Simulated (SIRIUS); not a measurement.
SIRIUS run on ZnCd3S4 (P-42m, 8 atoms in the cell; from Materials Project mp-1078780, changed as shown): self-consistent single point.

Level of theory: PBEsol, GBRV PBEsol ultrasoft pseudopotentials (plane waves; SIRIUS).

The change in words: lattice vector c scaled by 1.02. Reference geometry (P-43m):
```
ZnCd3S4
1.0
    5.75955     0.00000     0.00000
    0.00000     5.75955     0.00000
    0.00000     0.00000     5.75955
Zn Cd S
1 3 4
Direct
  0.00000   0.00000   0.00000
  0.00000   0.50000   0.50000
  0.50000   0.00000   0.50000
  0.50000   0.50000   0.00000
  0.76361   0.76361   0.23639
  0.76361   0.23639   0.76361
  0.23639   0.23639   0.23639
  0.23639   0.76361   0.76361
```

Reference input (self-consistent single point, DFT, PBEsol, plane waves, GBRV PBEsol ultrasoft pseudopotentials): parameters.ngridk = 5 5 5; parameters.xc_functionals = [XC_GGA_X_PBE_SOL, XC_GGA_C_PBE_SOL]; parameters.gk_cutoff = 6.325 1/bohr; parameters.pw_cutoff = 14.143 1/bohr; parameters.smearing = gaussian; parameters.smearing_width = 0.000734986 Ha; potentials = GBRV PBEsol ultrasoft pseudopotentials; parameters.electronic_structure_method = pseudopotential; parameters.num_bands = 48; parameters.num_mag_dims = 0; parameters.num_dft_iter = 100; parameters.energy_tol = 1e-07 Ha. This run's input differs from it in these lines:

```diff
@@ -34,3 +34,3 @@
       [0.0, 1.0000000093, 0.0],
-      [0.0, 0.0, 1.0000000093]
+      [0.0, 0.0, 1.0200000095]
     ],
@@ -49,4 +49,4 @@
       "Cd": [
-        [0.0, 2.879775, 2.879775],
-        [2.879775, 0.0, 2.879775],
+        [0.0, 2.879775, 2.9373705],
+        [2.879775, 0.0, 2.9373705],
         [2.879775, 2.879775, 0.0]
@@ -54,6 +54,6 @@
       "S": [
-        [4.3980499755, 4.3980499755, 1.3615000245],
-        [4.3980499755, 1.3615000245, 4.3980499755],
-        [1.3615000245, 1.3615000245, 1.3615000245],
-        [1.3615000245, 4.3980499755, 4.3980499755]
+        [4.3980499755, 4.3980499755, 1.388730025],
+        [4.3980499755, 1.3615000245, 4.486010975],
+        [1.3615000245, 1.3615000245, 1.388730025],
+        [1.3615000245, 4.3980499755, 4.486010975]
       ]
```

Output (repeated stretches shortened):

```
[find] density tolerance         : 1e-06
[find] total energy tolerance    : 1e-07
[find] iter_solver_tol (initial) : 0.01
[find] iter_solver_tol (target)  : 1e-13
[find] num_dft_iter              : 100
Charges and magnetic moments
--------------------------------------------------------------------------------
total charge          : 80.000000
[find] | SCF iteration   0 out of 100|
[diagonalize] iterative solver tolerance (occupied, empty): 0.01 0.01
[diagonalize] average number of iterations: 2.16667
[find] Charges and magnetic moments
[find] total charge          : 80.000000
[find] Energy
   [... lines left out ...]

[find] Charges and magnetic moments
[find] total charge          : 80.000000
[find] Energy
[find] smearing (-TS)                 :      -0.00000000
[find] Total energy                   :    -450.55540704 (Ha),    -901.11081408 (Ry)
[find] Free energy (E-TS)             :    -450.55540704 (Ha),    -901.11081408 (Ry)
[find] band gap (eV)                  :       1.04048989
[find] Efermi                         :       0.21846020
[find] iteration : 30, RMS (target) : 4.6075e-07 (1.0000e-06) , energy difference (target) : -2.2550e-10 (1.0000e-07)
[find] bands are converged : true
[find] iterative solver converged : false
[find] converged after 31 SCF iterations!
[find] Charges and magnetic moments
[find] total charge          : 80.000000
[find] Energy
[find] smearing (-TS)                 :      -0.00000000
[find] Total energy                   :    -450.55540704 (Ha),    -901.11081408 (Ry)
[find] Free energy (E-TS)             :    -450.55540704 (Ha),    -901.11081408 (Ry)
[find] band gap (eV)                  :       1.04048989
[find] Efermi                         :       0.21846020
[ground_state] === stress tensor components [kbar] ===
[ground_state] === stress_total ===
[ground_state]    26.044076    0.000000   -0.000000
[ground_state]     0.000000   26.044076   -0.000000
[ground_state]    -0.000000   -0.000000   31.444423
[ground_state] ==== total Forces in Ha/bohr =====
   [... lines left out ...]
[ground_state] atom:    3, force:      -0.0000000      0.0000000      0.0000000
[ground_state] atom:    4, force:      -0.0004502     -0.0004502      0.0006528
[ground_state] atom:    5, force:      -0.0004502      0.0004502     -0.0006528
[ground_state] atom:    6, force:       0.0004502      0.0004502      0.0006528
[ground_state] atom:    7, force:       0.0004502     -0.0004502     -0.0006528
```

The run converged in 31 iterations. SIRIUS prints the stress tensor with tension positive. Against the reference run the free energy rises by 6.7 meV/atom, the pressure goes from -1.68 to -2.78 GPa and the largest force goes from 0.038 to 0.047 eV/Å.

The structure comes from a collection of computed structures, made at another level of theory; the collection holds predicted forms beside known ones.

Cost on one core: around 2.5 core-minutes (rough).

The gap that the log prints is read on the run's mesh, which can miss the band edges or a crossing.
